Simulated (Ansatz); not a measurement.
Relaxed candidate structures of AgCl:

A. Pm-3m (No. 221), cP2, CsCl type; a = b = c = 3.331 Å, α = β = γ = 90.00°; Ag 1a (0.000, 0.000, 0.000); Cl 1b (0.500, 0.500, 0.500)

B. Fm-3m (No. 225), cF8, rock salt type; a = 5.4476 Å, b = 5.4476 Å, c = 5.4476 Å, α = 90.00°, β = 90.00°, γ = 90.00°; Cl 4b (0.500, 0.500, 0.500); Ag 4a (0.000, 0.000, 0.000)

Put the candidates in order of energy per atom, lowest first, for PBEsol (plane waves to 420 eV, PAW, scalar-relativistic; Ansatz, a program for electronic structure).

B (reference, the lowest among the structures calculated here), A (+120 meV/atom)

Give each candidate's band gap.

No candidate is metallic. A: 0.45 eV (no spin-orbit coupling); B: 0.72 eV (no spin-orbit coupling).

Each run could gain symmetry but not lose that of its start, so entries can be saddle points. From databases, or of a type measured for this composition: Fm-3m, cF8, rock salt type; the others are generated cells (placed on structure types, drawn at random, substituted or restacked) that were not matched to a known phase here. Energies are at zero temperature and pressure, without zero-point motion. No spin polarisation in the result. No Hubbard U is applied.
